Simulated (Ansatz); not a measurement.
Ansatz input

```yaml
crystal:
  lattice:
    - [5.1404346402, 0.0, 0.0]
    - [-2.5702173201, 4.4517469849, 0.0]
    - [0.0, 0.0, 3.1644126381]
  atoms:
    - { symbol: Tl, position: [1.0, 0.0, 1.0] }
    - { symbol: Tl, position: [0.3333333333, 0.6666666667, 0.5] }
    - { symbol: Tl, position: [0.6666666667, 0.3333333333, 0.5] }
hamiltonian:
  xc: lda
  pseudopotentials:
    kind: paw
    azcp:
      Tl: "pseudopotentials/Tl.paw.azcp"
basis:
  ecutwfc: 420
  fft_grid_basis: typed
kpoints:
  mp_grid: { grid: [8, 8, 11], shift: [0, 0, 0] }
magnetization:
  spin_polarized: false
scf:
  occupations: { method: fermi_dirac, width: 0.1 }
  lower_state_search: "off"
output:
  stress: true
```

Output

```
Warning: the record states the generating functional pbe (its physics header spells it `PBE`), which answers neither for hamiltonian.xc's functional nor for the lda family's — results may be inconsistent (PPs are generated against a specific XC)
Engine: ansatz 0.2.0, aarch64-unknown-linux-gnu
Pseudopotentials: kind: paw
Pseudopotential: Tl, paw, valence charge 13, recommended cutoff 420 eV (normal) 
Functional definition: SPW92
  exchange = slater_x
  correlation = pw_c
Crystal: 3 atoms, lattice volume = 72.414 Å³
Basis set: ecut = 420 eV, 1409 PW (Γ)
Bands: 24, of which v1, the nominal top of the filled ones, is band 20 counted from 1 (19 counted from 0)
Symmetry: 24 space group operations
Space group: P6/mmm (ITA 191), of the structure as read, at distance tolerance 4.2e-5 Å
k-points: 60 of 704
Non-local potential: Tl, projectors of the file, l = 0: 2, l = 1: 2, l = 2: 2, l = 3: 1
PAW form: soft (Blöchl's): semilocal exchange-correlation on the pseudo side does not see the compensation charge
PAW frozen core: Tl, regenerated for the run's functional, and the local potential with it (the file was generated under x = pbe(κ = 0.804, μ = 0.2195149727645171), c = pbe(β = 0.06672455060314922))
PAW one-centre angular grid: Tl, 590 points (default); XC on 64 Gauss nodes
Initial density: superposition of atomic densities (neutral atoms: chi_scale 0, normalization atom), corrected by the library's trained network
Initial wavefunctions: pseudopotential atomic-orbital guess
Functional: x = slater, c = lda
SCF iter   1: F=—  HF=-33439.492577 eV  |F-HF|=—  |Δ(HF+E_count)|=         —  Δρ=5.28e-3  dr2=1.61e-2  ethr=1.77e-3  ⟨swp⟩=5.9  Hψ=6686  notcnv=0
SCF iter   2: F=—  HF=-33439.487780 eV  |F-HF|=—  |Δ(HF+E_count)|=   4.80e-3  Δρ=2.30e-3  dr2=3.31e-3  ethr=4.13e-5  ⟨swp⟩=2.2  Hψ=3055  notcnv=0
SCF iter   3: F=—  HF=-33439.486555 eV  |F-HF|=—  |Δ(HF+E_count)|=   1.23e-3  Δρ=2.99e-4  dr2=1.45e-4  ethr=8.48e-6  ⟨swp⟩=2.0  Hψ=2456  notcnv=0
SCF iter   4: F=—  HF=-33439.486517 eV  |F-HF|=—  |Δ(HF+E_count)|=   3.75e-5  Δρ=7.40e-5  dr2=9.39e-6  ethr=3.72e-7  ⟨swp⟩=2.0  Hψ=1720  notcnv=0
SCF iter   5: F=—  HF=-33439.486506 eV  |F-HF|=—  |Δ(HF+E_count)|=   1.13e-5  Δρ=1.81e-5  dr2=3.15e-7  ethr=2.41e-8  ⟨swp⟩=2.3  Hψ=2004  notcnv=0
SCF iter   6: F=-33439.486506 eV  HF=-33439.486506 eV  |F-HF|=6.56e-9  |Δ(HF+E_count)|=   3.37e-8  Δρ=4.43e-6  dr2=1.29e-8  ethr=2.56e-10  ⟨swp⟩=4.0  Hψ=4472  notcnv=0
SCF 1 converged in 6 iterations: F = -33439.486506 eV  dr2 = 1.29e-8
SCF converged after 6 iterations
Free energy (F): -33439.486506 eV
Harris-Foulkes:  -33439.486506 eV  (|F-HF|=6.56e-9)
Internal energy: -33439.432332 eV  (E = F + TS)
E sigma→0 (E₀):  -33439.459419 eV
Entropy (-TS):   -0.054174 eV (-18.058 meV/atom)
Fermi energy:    12.786004 eV
--- Per-component energies (eV) ---
  E_band       = 104.054759
  E_kinetic    = 1007.190075
  E_local      = -2339.197417  (includes V_loc(G=0)·N_el)
  E_nonlocal   = 964.278850
  E_hartree    = 865.607340
  E_xc         = -690.487330
  E_vxc        = -434.078392  (∫ρ·V_xc dr)
  E_paw        = -29604.642250  (= ΣΔE_a)
  E_vpaw       = -825.355623  (= ΣTr[D̂ρ^β])
  E_aug_tail   = 0.000096  (compensation charges beyond the density's cutoff)
  E_ewald      = -3641.757012
  E_core_change = -0.424683  (= ΣΔE_core)
  E_smearing   = -0.054174  (= −TS)
  E_closure    = -0.000000  (closes the sum)
  Σ components = -33439.486506   (vs F -33439.486506, Δ=0.00e0)
--- Stress (GPa, compression-positive) ---
        8.978717       0.000000       0.000000
        0.000000       8.978717       0.000000
        0.000000       0.000000       6.301108
  P = ⅓ Tr σ = 8.0862 GPa (80.862 kbar)
```
